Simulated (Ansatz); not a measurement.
**Structure relaxation, TiTe2**

The start is a generated cell, TiTe2 placed in the pyrite structure type. The structure is fully relaxed (lattice and positions, P = 0) with PBE (plane waves to 420 eV, PAW, scalar-relativistic; Ansatz, a quantum-chemistry and plane-wave program). First-step values are on the input's coarse k-mesh.

Ansatz input (later rounds restart from its end on a renewed k-mesh):
Ansatz 0.2 input:
```yaml
crystal:
  lattice:
    - [7.346797, 0, 0]
    - [0, 7.346797, 0]
    - [0, 0, 7.346797]
  atoms:
    - { symbol: Ti, position: [0, 0, 0] }
    - { symbol: Ti, position: [0.5, 0.5, 0] }
    - { symbol: Ti, position: [0, 0.5, 0.5] }
    - { symbol: Ti, position: [0.5, 0, 0.5] }
    - { symbol: Te, position: [0.3851, 0.3851, 0.3851] }
    - { symbol: Te, position: [0.8851, 0.1149, 0.6149] }
    - { symbol: Te, position: [0.6149, 0.8851, 0.1149] }
    - { symbol: Te, position: [0.1149, 0.6149, 0.8851] }
    - { symbol: Te, position: [0.6149, 0.6149, 0.6149] }
    - { symbol: Te, position: [0.1149, 0.8851, 0.3851] }
    - { symbol: Te, position: [0.3851, 0.1149, 0.8851] }
    - { symbol: Te, position: [0.8851, 0.3851, 0.1149] }
basis: { ecutwfc: 420, ecutrho_ratio: 4, xc_grid: 2, fft_grid_basis: typed }
kpoints: { mp_grid: { grid: [3, 3, 3] } }
hamiltonian:
  xc: pbe
  dispersion: none
  pseudopotentials: { kind: paw }
scf: { occupations: { method: fermi_dirac, width: 0.05 } }
relax: { f_tol: 0.01, max_steps: 100, cell: { stress_tol: 0.02 } }
output: { forces: true, stress: true }
```

Task: What pressure does the first self-consistent step give?

Result: -7 GPa (negative: the cell is under tension).

Task: What is the largest force in the starting geometry, and on which atom (counted from 1)?

Result: About 1.1 eV/Å, on Te5, Te6, Te7, Te8, Te9, Te10, Te11, Te12 (atoms numbered as listed).

Task: How much energy is released per atom?

Result: 0.29 eV/atom.

Task: How does the volume per atom move from start to end?

Result: -19.0 %, from 33.05 to 26.77 Å³/atom.

Task: How do the shortest distances between atoms change?

Result: The closest pairs of elements (up to four, under 3.6 Å), start → end: Te–Ti 3.07 → 2.82 Å; Te–Te 2.92 → 3.27 Å.

Task: Is the relaxed structure metallic? Give its gap.

Result: No gap (metallic).

Task: What does it relax into? Give the structure.

Result: 
```cif
data_Te8Ti4
_chemical_formula_sum 'Ti4 Te8'
_space_group_name_H-M_alt 'Pa-3'
_space_group_IT_number 205
_space_group_name_Hall '-P 2ac 2ab 3'
_cell_length_a 6.84855
_cell_length_b 6.84855
_cell_length_c 6.84855
_cell_angle_alpha 90.000
_cell_angle_beta 90.000
_cell_angle_gamma 90.000
loop_
_atom_site_label
_atom_site_type_symbol
_atom_site_symmetry_multiplicity
_atom_site_Wyckoff_symbol
_atom_site_fract_x
_atom_site_fract_y
_atom_site_fract_z
_atom_site_occupancy
Ti1 Ti 4 a 0.00000 0.00000 0.00000 1
Te1 Te 8 c 0.36213 0.36213 0.36213 1
```

The space group stays Pa-3 (No. 205) (the run could not lower it), with 12 atoms in the primitive cell. Final values are on a 6×6×6 k-mesh of the relaxed cell. No spin polarisation in the result. A magnetic state may lie lower.

The run could not lower the symmetry of its start; a shaken copy of this end point relaxes with PBE to Pc (No. 7), 0.05 eV/atom lower.

The relaxed structure here is a generated cell of TiTe2: the first start was made by placing the elements on the sites of a structure type, and the end was not matched to a known phase here, so it may be hypothetical. Known forms of TiTe2 include space group No. 164.
